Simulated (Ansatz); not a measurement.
Molecular dynamics on a 2×2×2 supercell (32 atoms) of BN (NiAs type), relaxed with r2SCAN. Forces come from PBE in the plane-wave code Ansatz: a Nosé-Hoover thermostat at fixed volume, 600 K, steps of 1.5 fs. Computed, non-magnetic; the trajectory is short and the cell small, so nothing here is a converged average. The structure comes from a prototype and may be hypothetical.

```yaml
crystal:
  lattice:
    - [4.9826706955, -1.0e-10, 0.0]
    - [-2.4913353477, 4.315119401, 0.0]
    - [0.0, 0.0, 8.0021183676]
  atoms:
    - { symbol: B, position: [0.0, 0.0, 0.0] }
    - { symbol: B, position: [0.0, 0.0, 0.25] }
    - { symbol: "N", position: [0.1666666667, 0.3333333333, 0.125] }
    - { symbol: "N", position: [0.3333333333, 0.1666666667, 0.375] }
    - { symbol: B, position: [0.0, 0.0, 0.5] }
    - { symbol: B, position: [0.0, 0.0, 0.75] }
    - { symbol: "N", position: [0.1666666667, 0.3333333333, 0.625] }
    - { symbol: "N", position: [0.3333333333, 0.1666666667, 0.875] }
    - { symbol: B, position: [0.0, 0.5, 0.0] }
    - { symbol: B, position: [0.0, 0.5, 0.25] }
    - { symbol: "N", position: [0.1666666667, 0.8333333333, 0.125] }
    - { symbol: "N", position: [0.3333333333, 0.6666666667, 0.375] }
    - { symbol: B, position: [0.0, 0.5, 0.5] }
    - { symbol: B, position: [0.0, 0.5, 0.75] }
    - { symbol: "N", position: [0.1666666667, 0.8333333333, 0.625] }
    - { symbol: "N", position: [0.3333333333, 0.6666666667, 0.875] }
    - { symbol: B, position: [0.5, 0.0, 0.0] }
    - { symbol: B, position: [0.5, 0.0, 0.25] }
    - { symbol: "N", position: [0.6666666667, 0.3333333333, 0.125] }
    - { symbol: "N", position: [0.8333333333, 0.1666666667, 0.375] }
    - { symbol: B, position: [0.5, 0.0, 0.5] }
    - { symbol: B, position: [0.5, 0.0, 0.75] }
    - { symbol: "N", position: [0.6666666667, 0.3333333333, 0.625] }
    - { symbol: "N", position: [0.8333333333, 0.1666666667, 0.875] }
    - { symbol: B, position: [0.5, 0.5, 0.0] }
    - { symbol: B, position: [0.5, 0.5, 0.25] }
    - { symbol: "N", position: [0.6666666667, 0.8333333333, 0.125] }
    - { symbol: "N", position: [0.8333333333, 0.6666666667, 0.375] }
    - { symbol: B, position: [0.5, 0.5, 0.5] }
    - { symbol: B, position: [0.5, 0.5, 0.75] }
    - { symbol: "N", position: [0.6666666667, 0.8333333333, 0.625] }
    - { symbol: "N", position: [0.8333333333, 0.6666666667, 0.875] }
kpoints:
  mp_grid: { grid: [6, 6, 2] }
hamiltonian:
  xc: pbe
scf:
  occupations: { method: fermi_dirac, width: 0.052 }
md:
  ensemble: nvt_nose_hoover
  temperature: 600
  timestep: 1.5
  n_steps: 20
  initial_velocities: maxwell_boltzmann
  seed: 8226
```

Command: `ansatz run input.yaml --threads 4 --pin off --max-ram 3686MiB --backend cpu --events-out ev --progress --plain --runs-dir out`.

**Question.** It ran on 4 threads of Intel(R) Xeon(R) Processor @ 2.50GHz (Skylake/Cascade Lake), with other jobs on the host, load about 0.9 per core. About how long did it take, and what peak of host memory did it reach?

**Answer.** About 6 min, with a peak of 1.3 GiB.

```
step  t (fs)  T (K)  free energy F from step 0 (meV/atom)  kinetic energy (meV/atom)  largest force (eV/Å)
   0       0    600                                   0.0                       75.1                  0.00
   1     1.5    588                                   1.5                       73.7                  0.56
   2       3    556                                   5.6                       69.6                  1.08
   3     4.5    511                                  11.3                       64.0                  1.54
   4       6    466                                  17.0                       58.4                  1.90
   5     7.5    435                                  21.1                       54.4                  2.16
   6       9    427                                  22.2                       53.4                  2.30
   7    10.5    449                                  19.3                       56.3                  2.32
   8      12    505                                  12.4                       63.3                  2.31
   9    13.5    591                                   1.6                       74.0                  2.44
  10      15    701                                 -12.2                       87.8                  2.67
  11    16.5    828                                 -28.1                      103.7                  2.85
  12      18    964                                 -45.2                      120.8                  2.81
  13    19.5   1103                                 -62.7                      138.2                  2.65
  14      21   1239                                 -79.8                      155.2                  3.08
  15    22.5   1371                                 -96.4                      171.7                  3.55
  16      24   1500                                -112.8                      187.8                  3.88
  17    25.5   1633                                -129.7                      204.4                  4.35
  18      27   1773                                -148.0                      222.1                  4.47
  19    28.5   1920                                -167.4                      240.5                  4.38
  20      30   2063                                -186.6                      258.3                  5.06
```

The temperature starts at 600 K, is lowest at step 6 (427 K, 9 fs) and ends at 2063 K. The free energy ends below that of the starting lattice, which is therefore no minimum: the cell is distorting and heats up. By the last step the atoms have moved 0.33 Å in the root mean square, the drift of the whole cell taken out, 0.68 Å at most.

Positions (Å) and forces (eV/Å) at step 20:
```
B   -0.256   0.192  -0.107    -0.283  -0.818   1.767
B    0.313  -0.005   2.119    -0.381   0.023  -0.873
N    0.047   1.375   0.718    -1.845   0.117   2.391
N    1.269   0.712   3.007     0.132   1.087   1.070
B    0.271   0.104   4.059     1.126   0.471   0.395
B   -0.241  -0.220   5.970     0.136  -0.534  -0.783
N    0.080   1.426   4.912     2.234  -1.245   0.055
N    1.294   0.670   6.826    -0.765  -0.981   0.162
B   -1.055   2.366   0.634    -2.383  -1.190   0.104
B   -1.429   2.011   2.600     3.017   0.530   0.565
N   -1.226   3.786   1.004     0.455  -2.018  -1.739
N   -0.058   2.733   2.862     0.334   0.193  -1.282
B   -0.867   2.354   4.529    -4.623  -2.036  -0.267
B   -1.375   2.092   6.644     0.538  -0.011   1.055
N   -1.256   3.604   4.943     0.154   3.185  -0.436
N   -0.199   2.812   6.988     1.000   1.442  -0.588
B    2.302   0.132  -0.304    -0.431  -1.138   0.685
B    2.489  -0.218   1.788     2.393   0.793   0.835
N    2.478   1.481   0.972     0.741   1.916  -2.645
N    3.635   0.625   2.869     1.302   0.251  -0.897
B    2.687   0.322   3.919    -0.150   0.840   0.668
B    2.457  -0.269   5.810    -2.247  -1.241   0.356
N    2.549   1.530   4.889    -0.326   0.020  -2.011
N    3.683   0.599   6.873    -0.162   0.898   0.618
B    1.194   2.147   0.325     1.405   1.395  -0.858
B    1.367   2.372   2.093     0.508   0.054   2.175
N    1.169   3.569   0.951     0.800  -1.870  -1.705
N    2.546   2.982   2.851    -2.255   0.247   0.321
B    1.131   2.196   4.066     1.062   0.565   1.337
B    1.513   1.849   6.068    -0.133  -0.152  -0.581
N    1.118   3.624   4.882    -0.102   0.005  -0.909
N    2.388   2.866   6.773    -1.248  -0.799   1.014
```
